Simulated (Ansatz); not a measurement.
CaF$_{2}$ (fluorite)

```
CELL_PARAMETERS angstrom
      0.00000     2.75551     2.75551
      2.75551     0.00000     2.75551
      2.75551     2.75551     0.00000
ATOMIC_POSITIONS crystal
  Ca 0.00000 0.00000 0.00000
  F  0.25000 0.25000 0.25000
  F  0.75000 0.75000 0.75000
```

The slice is a {111} plane (indices of the conventional cell) through the point (0.750, 0.750, 0.750) (fractional), spanned by u = [100] and v = [-1 2 0] in vectors of this cell: u (3.90 Å) and v (6.75 Å, at 90° to u). It covers one period; positions are fractions (u, v).

Method: PBE (plane waves to 420 eV, PAW, scalar-relativistic; Ansatz, a first-principles code). k mesh 10×10×10. These are valence fields of a PAW run, semicore shells included where kept as valence: close to a nucleus they are smooth pseudo fields. CaF2 was relaxed with its symmetry unable to fall. The PAW data are Ansatz's earlier set.

Task: Sketch the valence electron density on this plane as a map.

Result: 
| v \ u | 0.00 | 0.17 | 0.33 | 0.50 | 0.67 | 0.83 |
|---|---|---|---|---|---|---|
| 0.90 | 0.1 | -0.5 | -1.4 | -1.7 | -1.4 | -0.5 |
| 0.75 | -0.4 | -0.9 | -1.6 | -1.6 | -1.6 | -0.9 |
| 0.60 | -0.2 | -0.7 | -0.4 | 0.1 | -0.4 | -0.7 |
| 0.45 | -1.7 | -1.2 | 0.0 | 0.9 | 0.0 | -1.2 |
| 0.30 | -1.7 | -1.7 | -1.2 | -0.8 | -1.2 | -1.7 |
| 0.15 | -0.6 | -0.9 | -0.5 | 0.0 | -0.5 | -0.9 |
| 0.00 | 1.2 | 0.2 | -1.1 | -1.4 | -1.1 | 0.2 |

Values: log₁₀ of the valence density in e/Å³. The scale is logarithmic, as a density can span decades between atoms and voids.
